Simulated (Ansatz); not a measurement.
Relax this structure to zero stress and force, keeping its symmetry:

```xyz
2
Lattice="1.8808 1.0859 3.5141 -1.8808 1.0859 3.5141 0.0000 -2.1718 3.5141" Properties=species:S:1:pos:R:3 pbc="T T T"
As    0.0000    0.0000    8.1597
As    0.0000    0.0000    2.3825
```

Theory: DFT PBE, scalar-relativistic, plane waves, PAW in Ansatz 0.2.0.

Plane waves to 420 eV, a k mesh through Γ of 12×12×12 on the computed 2-atom cell and Gaussian smearing (0.10 eV); no spin polarisation.

Problem. What does it relax to?

Solution. The volume goes up by 1.15 Å³/atom to 22.68 Å³/atom, and the energy falls by 13.0 meV/atom. Final structure:
```
As
1.0
     1.90377    1.09914    3.61278
    -1.90377    1.09914    3.61278
     0.00000   -2.19829    3.61278
As
2
Direct
  0.77378 0.77378 0.77378
  0.22622 0.22622 0.22622
```

Cost: 1 run of about 2 core-minutes, on Intel Xeon Processor @ 2.50GHz (Skylake/Cascade Lake) (shared hosts).